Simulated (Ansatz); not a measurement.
# K₂NaMoO₃F₃: checking a database structure before trusting its electric field gradients

The cell is a computed structure from the Materials Project (it need not be an observed phase), taken as it stands.

Space group P4_2nm (No. 102); a = 6.0260, c = 8.6731 Å.

| site | Wyckoff | site symmetry | x | y | z |
| --- | --- | --- | --- | --- | --- |
| K | 4b | 2.. | 0.5000 | 0.0000 | 0.7583 |
| Na | 2a | 2.mm | 0.5000 | 0.5000 | 0.5054 |
| Mo | 2a | 2.mm | 0.5000 | 0.5000 | 0.0226 |
| O9 | 2a | 2.mm | 0.5000 | 0.5000 | 0.2276 |
| O10 | 4c | ..m | 0.7124 | 0.2876 | 0.9808 |
| F15 | 4c | ..m | 0.2362 | 0.7638 | 0.5032 |
| F16 | 2a | 2.mm | 0.5000 | 0.5000 | 0.7656 |

One atom of each set is listed.

Computed with Ansatz: DFT, PBE, plane waves and PAW, scalar-relativistic, 420 eV cutoff, Γ-centred 4×4×3 k-points, Fermi–Dirac smearing 0.02 eV.

(1) Do the atoms and the cell lie near the calculated equilibrium?

Answers

(1) Not quite. The largest force is 1.0 eV/Å, on atom 11 (O: 1 Mo at 1.85 Å; also 1 Na at 2.46 Å, 2 K at 2.89 Å), and the pressure is -2.3 GPa. Relaxing the atoms is still advisable, since electric field gradients respond to shifts of a few hundredths of an ångström.
